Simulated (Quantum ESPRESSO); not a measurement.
# MgAl3N3O: input and log of a self-consistent run

Simulated, not a measurement. The program is pw.x of Quantum ESPRESSO 7.5 (plane-wave density functional theory). The cell is made up: 8 atoms on a rocksalt lattice, with randomly drawn elements, strain and displacements, not relaxed. PseudoDojo standard norm-conserving files (v0.5 for PBE, v0.4.1 for LDA and PBEsol) set the functional; there is no spin polarisation, spin-orbit coupling or dispersion term, and the masses in the input are unused placeholders.

Input:

```
&control calculation='scf', pseudo_dir='./dojo.nc.sr.pbe.v0_5.standard.upf', outdir='./o', disk_io='low', tprnfor=.true., tstress=.true. /
&system ibrav=0, nat=8, ntyp=4, nbnd=26, ecutwfc=84.00895049, nosym=.true., tot_charge=0,
 occupations='smearing', smearing='fd', degauss=0.0018374661
/
&electrons conv_thr=7.350e-09, electron_maxstep=60, /
ATOMIC_SPECIES
Al 1.0 Al.upf
Mg 1.0 Mg.upf
N 1.0 N.upf
O 1.0 O.upf
CELL_PARAMETERS angstrom
4.3425 0.0058 -0.0037
0.0058 4.3116 0.0092
-0.0038 0.0094 4.2602
ATOMIC_POSITIONS angstrom
Mg 0.0378 -0.1197 -0.111
Al -0.0146 2.1945 2.1658
Al 2.2129 0.0108 2.0864
Al 2.2382 2.1878 0.011
N 2.1822 0.11 -0.002
O 2.113 2.1657 2.1244
N 4.2998 0.1434 2.1625
N 4.3255 2.0934 0.0942
K_POINTS automatic
4 4 4 1 1 1
```

The log is shortened where brackets say so; the opening notice, blank lines, dates and the lines on written files are dropped, and the path of the files is cut. It prints rydbergs, bohrs and kilobars, and counts compression as positive stress. With no partly filled state, the Fermi energy that it prints is only some level between the filled and the empty states on the mesh, and need not lie in the true gap.

```
     Program PWSCF v.7.5
     Parallel version (MPI & OpenMP), running on       4 processor cores
     Number of MPI processes:                 4
     Threads/MPI process:                     1
     [start-up lines left out]
     bravais-lattice index     =            0
     lattice parameter (alat)  =       8.2061  a.u.
     unit-cell volume          =     538.2719 (a.u.)^3
     number of atoms/cell      =            8
     number of atomic types    =            4
     number of electrons       =        40.00
     number of Kohn-Sham states=           26
     kinetic-energy cutoff     =      84.0090  Ry
     charge density cutoff     =     336.0358  Ry
     scf convergence threshold =      7.3E-09
     mixing beta               =       0.7000
     number of iterations used =            8  plain     mixing
     Exchange-correlation= PBE
                           (   1   4   3   4   0   0   0)
     [axes and pseudopotential details left out]
   Cartesian axes
     site n.     atom                  positions (alat units)
         1        Mg     tau(   1) = (   0.0087047  -0.0275647  -0.0255613  )
         2        Al     tau(   2) = (  -0.0033621   0.5053534   0.4987443  )
         3        Al     tau(   3) = (   0.5095906   0.0024870   0.4804600  )
         4        Al     tau(   4) = (   0.5154167   0.5038105   0.0025331  )
         5        N      tau(   5) = (   0.5025210   0.0253310  -0.0004606  )
         6        O      tau(   6) = (   0.4865855   0.4987213   0.4892107  )
         7        N      tau(   7) = (   0.9901657   0.0330224   0.4979844  )
         8        N      tau(   8) = (   0.9960840   0.4820719   0.0216925  )
     number of k points=    32  Fermi-Dirac smearing, width (Ry)=  0.0018
                       cart. coord. in units 2pi/alat
        k(    1) = (   0.1249410   0.1254564   0.1272496), wk =   0.0625000
        k(    2) = (   0.1251589   0.1249124   0.3820809), wk =   0.0625000
     [further k points left out]
     Dense  grid:    55995 G-vectors     FFT dimensions: (  48,  48,  48)
     Estimated max dynamical RAM per process >      88.72 MB
     Estimated total dynamical RAM >     313.88 MB
     Initial potential from superposition of free atoms
     starting charge      39.9918, renormalised to      40.0000
     Starting wfcs are   33 randomized atomic wfcs
     total cpu time spent up to now is        1.5 secs
     per-process dynamical memory:    65.1 Mb
     Self-consistent Calculation
     iteration #  1     ecut=    84.01 Ry     beta= 0.70
     Davidson diagonalization with overlap
     ethr =  1.00E-02,  avg # of iterations =  3.6
     total cpu time spent up to now is        3.2 secs
     total energy              =    -227.64165547 Ry
     estimated scf accuracy    <       1.97768759 Ry
     iteration #  2     ecut=    84.01 Ry     beta= 0.70
     Davidson diagonalization with overlap
     ethr =  4.94E-03,  avg # of iterations =  2.8
     total cpu time spent up to now is        4.8 secs
     total energy              =    -228.15772427 Ry
     estimated scf accuracy    <       2.12409862 Ry
     iteration #  3     ecut=    84.01 Ry     beta= 0.70
     Davidson diagonalization with overlap
     ethr =  4.94E-03,  avg # of iterations =  2.0
     total cpu time spent up to now is        6.0 secs
     total energy              =    -228.51983252 Ry
     estimated scf accuracy    <       0.06187489 Ry
     iteration #  4     ecut=    84.01 Ry     beta= 0.70
     Davidson diagonalization with overlap
     ethr =  1.55E-04,  avg # of iterations =  6.0
     total cpu time spent up to now is        7.6 secs
     total energy              =    -228.54120512 Ry
     estimated scf accuracy    <       0.00558654 Ry
     iteration #  5     ecut=    84.01 Ry     beta= 0.70
     Davidson diagonalization with overlap
     ethr =  1.40E-05,  avg # of iterations =  6.9
     total cpu time spent up to now is        9.3 secs
     total energy              =    -228.54254947 Ry
     estimated scf accuracy    <       0.00313688 Ry
     [iterations 6 to 7 left out]
     iteration #  8     ecut=    84.01 Ry     beta= 0.70
     Davidson diagonalization with overlap
     ethr =  4.39E-07,  avg # of iterations =  2.2
     total cpu time spent up to now is       12.7 secs
     total energy              =    -228.54250671 Ry
     estimated scf accuracy    <       0.00001333 Ry
     iteration #  9     ecut=    84.01 Ry     beta= 0.70
     Davidson diagonalization with overlap
     ethr =  3.33E-08,  avg # of iterations =  2.1
     total cpu time spent up to now is       13.9 secs
     total energy              =    -228.54250780 Ry
     estimated scf accuracy    <       0.00000280 Ry
     iteration # 10     ecut=    84.01 Ry     beta= 0.70
     Davidson diagonalization with overlap
     ethr =  7.00E-09,  avg # of iterations =  2.0
     total cpu time spent up to now is       15.1 secs
     total energy              =    -228.54250808 Ry
     estimated scf accuracy    <       0.00000030 Ry
     iteration # 11     ecut=    84.01 Ry     beta= 0.70
     Davidson diagonalization with overlap
     ethr =  7.39E-10,  avg # of iterations =  2.5
     total cpu time spent up to now is       16.6 secs
     total energy              =    -228.54250815 Ry
     estimated scf accuracy    <       0.00000002 Ry
     iteration # 12     ecut=    84.01 Ry     beta= 0.70
     Davidson diagonalization with overlap
     ethr =  5.06E-11,  avg # of iterations =  3.3
     total cpu time spent up to now is       17.8 secs
     End of self-consistent calculation
          k = 0.1249 0.1255 0.1272 (  6993 PWs)   bands (ev):
   -63.6107 -30.4306 -30.4264 -30.4132 -10.9656  -5.3655  -3.5392  -3.4157
     2.0884   2.1193   2.3666   4.8023   5.7825   5.8253   6.0852   6.2569
     6.9442   7.8915   9.0114   9.1002  11.4042  12.2859  12.3790  14.8626
    15.2998  15.4845
     [levels at the other k points left out]
     the Fermi energy is     9.6746 ev
!    total energy              =    -228.54250816 Ry
     estimated scf accuracy    <          7.7E-10 Ry
     smearing contrib. (-TS)   =      -0.00000000 Ry
     internal energy E=F+TS    =    -228.54250816 Ry
     The total energy is F=E-TS. E is the sum of the following terms:
     one-electron contribution =     -97.07017064 Ry
     hartree contribution      =      68.96710116 Ry
     xc contribution           =     -49.42526589 Ry
     ewald contribution        =    -151.01417278 Ry
     convergence has been achieved in  12 iterations
     Forces acting on atoms (cartesian axes, Ry/au):
     atom    1 type  2   force =    -0.00650158    0.05524058    0.06848057
     atom    2 type  1   force =     0.01610527   -0.03030471   -0.01637912
     atom    3 type  1   force =    -0.00335962    0.02768951   -0.00075472
     atom    4 type  1   force =    -0.00778059   -0.02664578    0.00762413
     atom    5 type  3   force =    -0.00267636   -0.04745407   -0.00202640
     atom    6 type  4   force =     0.00941068    0.02736666    0.00960455
     atom    7 type  3   force =     0.00013164   -0.05269179   -0.03664177
     atom    8 type  3   force =    -0.00532944    0.04679959   -0.02990724
     Total force =     0.145814     Total SCF correction =     0.000041
     Computing stress (Cartesian axis) and pressure
          total   stress  (Ry/bohr**3)                   (kbar)     P=     -189.81
  -0.00135579  -0.00001655   0.00002748         -199.44       -2.43        4.04
  -0.00001655  -0.00137243  -0.00006209           -2.43     -201.89       -9.13
   0.00002748  -0.00006209  -0.00114276            4.04       -9.13     -168.11
     init_run     :      1.38s CPU      1.42s WALL (       1 calls)
     electrons    :     16.20s CPU     16.35s WALL (       1 calls)
     forces       :      0.24s CPU      0.25s WALL (       1 calls)
     stress       :      0.80s CPU      0.80s WALL (       1 calls)
     [timing details left out]
     PWSCF        :     18.70s CPU     18.92s WALL
     JOB DONE.
```

In other units: free energy -3109.479 eV for the cell, pressure -18.98 GPa, largest force component 1.761 eV/Å. A rerun of the same cell at another strain at 1437 eV and a 6 x 6 x 6 mesh moved values by no more than 0.004 eV in energy, 0.02 GPa in stress and 0.004 eV/Å in force.